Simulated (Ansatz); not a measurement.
Li₂ZnAs₄, a known structure type with other elements, at an estimated volume

```yaml
crystal:
  lattice:
    - [0.00000, 4.96407, 4.96407]
    - [4.96407, 0.00000, 4.96407]
    - [4.96407, 4.96407, 0.00000]
  atoms:
    - { symbol: As, position: [0.25286, 0.25286, 0.25286] }
    - { symbol: As, position: [0.25858, 0.74714, 0.74714] }
    - { symbol: As, position: [0.25286, 0.25286, 0.74142] }
    - { symbol: As, position: [0.74714, 0.25858, 0.74714] }
    - { symbol: As, position: [0.74142, 0.25286, 0.25286] }
    - { symbol: As, position: [0.74714, 0.74714, 0.74714] }
    - { symbol: As, position: [0.25286, 0.74142, 0.25286] }
    - { symbol: As, position: [0.74714, 0.74714, 0.25858] }
    - { symbol: Li, position: [0.50000, 0.50000, 0.50000] }
    - { symbol: Li, position: [0.00000, 0.50000, 0.50000] }
    - { symbol: Li, position: [0.50000, 0.50000, 0.00000] }
    - { symbol: Li, position: [0.50000, 0.00000, 0.50000] }
    - { symbol: Zn, position: [0.12500, 0.12500, 0.12500] }
    - { symbol: Zn, position: [0.87500, 0.87500, 0.87500] }
```

The numbers come from plane-wave PAW DFT (Ansatz): PBEsol, no spin polarisation, 420 eV, 6×6×6 Γ-centred k points, fermi-dirac occupations (width 0.1 eV). Nothing was relaxed.

Question: What does the stress say?

Answer: The pressure is 8.7 GPa (compression positive), so with the atoms held at these fractions the cell would first expand; the forces are large, so a full relaxation may end otherwise.

Question: How is the charge shared?

Answer: Bader charges in e: Li +0.80, Zn +0.23, As -0.46. In the mean Li gives up most and As takes most.

Question: Which atom feels the largest force, and which way?

Answer: The largest is on As5 (and as large on other atoms): 1.44 eV/Å, components (0.83, -0.83, -0.83). It makes 180° with the line to a nearest neighbour, Zn13 at 2.20 Å, pointing away from it.

Question: Is there a gap?

Answer: It is a metal, with about 7.4 states/eV a cell as the mean within 0.25 eV of the Fermi level, mostly As p (92 %).

Question: Is it stable against the elements?

Answer: 0.40 eV an atom against the elements' usual phases (free molecules for gases, crystals otherwise, with no correction for O₂ or N₂), so at this geometry it isn't bound against them. Relaxing would lower it.

Question: What do density and ELF say about some of the short contacts?

Answer: As–Zn at 2.20 Å: least valence density 0.65 e/Å³ and ELF 0.49 there. As–Li at 2.45 Å: least valence density 0.14 e/Å³ and ELF 0.05 there. Both are smooth PAW fields, read partly inside the augmentation spheres.

Origin: a known structure type with other elements, at an estimated volume, so it need not be a known compound. Caveats: many states at the Fermi level without spin polarisation, so a magnetic state may lie lower.
